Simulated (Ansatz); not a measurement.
Method: DFT PBE, scalar-relativistic, plane waves, PAW (Ansatz). The final run on the 5-atom cell used 420 eV, a Γ-centred 18×18×18 mesh, 0.10 eV smearing and no spin polarisation.

Formation energies are uncorrected and count from the elements' standard states at the same level.

Problem. Find a candidate tetragonal metal that holds Cu and 1 more element, with a formation energy near −0.07 eV/atom and a density near 3.71 g/cm³, in a cell of 5 atoms.

Solution. Al4Cu, space group I4/mmm (No. 139). Around Al on its first site lie 4 Cu at 2.62 Å, 8 Al at 2.83–2.88 Å and 1 Al at 3.37 Å; Al on its second site has 12 Al at 2.83–2.88 Å; around Cu lie 8 Al at 2.62 Å and 4 Cu at 2.83 Å.

Space group I4/mmm (No. 139). a = 2.833 Å, b = 2.833 Å, c = 19.113 Å, α = 90.00°, β = 90.00°, γ = 90.00°
```json
{"atom": "Al", "site": "4e", "symmetry": "4mm", "x": "0.5000", "y": "0.5000", "z": "0.0880"}
{"atom": "Al", "site": "4e", "symmetry": "4mm", "x": "0.0000", "y": "0.0000", "z": "0.1961"}
{"atom": "Cu", "site": "2a", "symmetry": "4/mmm", "x": "0.0000", "y": "0.0000", "z": "0.0000"}
```

| Item | Value |
| --- | --- |
| Volume per atom | 15.34 Å³ |
| Density | 3.71 g/cm³ |
| Formation energy | −0.07 eV/atom |
| Gap on the 18×18×18 mesh of the 5-atom cell | 0 eV (a metal) |

The structure comes from a generated guess, relaxed at this level; another structure or a mixture of phases may lie lower. The answer needn't be unique; the calculation gave this one.

A later test with randomly moved atoms came back to the same energy, though modes that don't fit the test's cell weren't probed.
